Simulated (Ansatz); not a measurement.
A geometry of InSe away from equilibrium: step 2 of the relaxation of a relaxed InSe cell stretched uniformly to 150 % of its volume. The numbers are results of PBE (plane waves to 420 eV, PAW, scalar-relativistic; Ansatz, a program for electronic structure), not measurements. Γ-centred k-mesh 6×6×2 on the run's cell (coarser than for final values), Fermi–Dirac smearing 0.05 eV. The plane waves were selected for a different cell earlier on the path.

```
CELL_PARAMETERS angstrom
      4.51744     0.00000     0.00000
     -2.25872     3.91222     0.00000
      0.00000     0.00000    20.54658
ATOMIC_POSITIONS crystal
  In 0.33333 0.66667 0.67281
  In 0.66667 0.33333 0.17281
  In 0.66667 0.33333 0.32719
  In 0.33333 0.66667 0.82719
  Se 0.33333 0.66667 0.11457
  Se 0.66667 0.33333 0.61457
  Se 0.66667 0.33333 0.88543
  Se 0.33333 0.66667 0.38543
```

Question: Give the Cartesian forces on all atoms (eV/Å).

Answer: 
```csv
atom,Fx,Fy,Fz
In1,0.00,0.00,0.13
In2,0.00,0.00,0.13
In3,0.00,0.00,-0.13
In4,0.00,0.00,-0.13
Se5,0.00,0.00,0.62
Se6,0.00,0.00,0.62
Se7,0.00,0.00,-0.62
Se8,0.00,0.00,-0.62
```

The path ends in P6₃/mmc (No. 194). No spin polarisation in the result. No dispersion correction is included, so spacings between layers, chains or molecules are soft and tend to come out too large.

The run could not lose the symmetry of its start.

Without dispersion the volume is uncertain too.
